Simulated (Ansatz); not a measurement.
## LuBi in the zincblende structure

Level of theory: DFT, PBEsol, scalar-relativistic, no spin polarisation; plane waves to 420 eV with PAW datasets (Ansatz 0.2.0), 8×8×8 k-mesh, Gaussian smearing of 0.05 eV. The datasets are Ansatz's generated set soft_2.

```cif
data_structure
_symmetry_space_group_name_H-M 'F-43m'
_symmetry_Int_Tables_number 216
_cell_length_a 6.8732
_cell_length_b 6.8732
_cell_length_c 6.8732
_cell_angle_alpha 90.000
_cell_angle_beta 90.000
_cell_angle_gamma 90.000
_cell_volume 324.70
loop_
_atom_site_label
_atom_site_type_symbol
_atom_site_symmetry_multiplicity
_atom_site_Wyckoff_symbol
_atom_site_fract_x
_atom_site_fract_y
_atom_site_fract_z
_atom_site_occupancy
Lu1 Lu 4 a 0.00000 0.00000 0.00000 1
Bi1 Bi 4 d 0.25000 0.25000 0.75000 1
```

This is a trial structure: such lanthanide and actinide compounds mostly take the rock-salt structure.

The cell above was scaled in volume, its shape and atoms being fixed by the lattice's symmetry. Energies are counted from the cell above.

Cell and atoms are those of this level's equilibrium.

| V (Å³/atom) | ΔE (meV/atom) | P (GPa) | gap on the mesh (eV) |
| --- | --- | --- | --- |
| 38.96 | 7.9 | 1.6 | 1.37 |
| 39.78 | 1.8 | 0.8 | 1.40 |
| 40.59 | 0.0 | 0.0 | 1.42 |
| 41.40 | 1.9 | -0.7 | 1.44 |
| 42.21 | ? | ? | ? |

**Question.** Fill in the withheld row.

**Answer.** ΔE (meV/atom): 7.3, P (GPa): -1.4, gap on the mesh (eV): 1.46.

**Question.** What do the points give for the equilibrium volume, the bulk modulus and its pressure derivative (third-order Birch–Murnaghan)?

**Answer.** V0 = 40.56 Å³/atom, B0 = 37 GPa, B0′ = 4.1.

B0·V0 = 37.5 GPa × 40.56 Å³ = 9.49 eV/atom sets the scale: near the minimum ΔE ≈ ½ B0 V0 x², with x = V/V0 − 1, and a pressure of 0.4 GPa squeezes the volume by about 1 %. At the ends of the curve: x = −3.9 % predicts 7.4 meV/atom and the run gives 7.9; x = +4.1 % predicts 7.8 meV/atom and the run gives 7.3. Compression costs more and expansion less than the parabola says, since the crystal stiffens as it shrinks; B0′ measures that.

Semilocal functionals underestimate band gaps, commonly by a third or more. For elements this heavy, spin–orbit coupling would shift levels and gaps; it isn't included here.
